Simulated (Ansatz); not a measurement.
BaZrO3:
```yaml
crystal:
  lattice:
    - [4.22716, 0.00000, 0.00000]
    - [0.00000, 4.22716, 0.00000]
    - [0.00000, 0.00000, 4.22716]
  atoms:
    - { symbol: O, position: [0.00000, 0.50000, 0.50000] }
    - { symbol: O, position: [0.50000, 0.00000, 0.50000] }
    - { symbol: O, position: [0.50000, 0.50000, 0.00000] }
    - { symbol: Ba, position: [0.00000, 0.00000, 0.00000] }
    - { symbol: Zr, position: [0.50000, 0.50000, 0.50000] }
```

Relaxed with PBE.

Task: Give the Bader charges and basin volumes of the independent atoms, PBE in the plane-wave PAW code Ansatz.

Result: 

```tsv
atom	Bader charge (e)	Bader volume (Å³)
O1	-1.36	14.1
Ba4	+1.54	23.0
Zr5	+2.55	10.2
```

Space group Pm-3m (cubic perovskite). Symmetry was held in the PBE relaxation. At this level the phase is dynamically unstable (imaginary phonons). No spin polarisation was allowed. Scalar-relativistic: spin–orbit coupling is off unless named, which matters more the heavier the elements.

Potentials: the later of the program's two PAW sets.
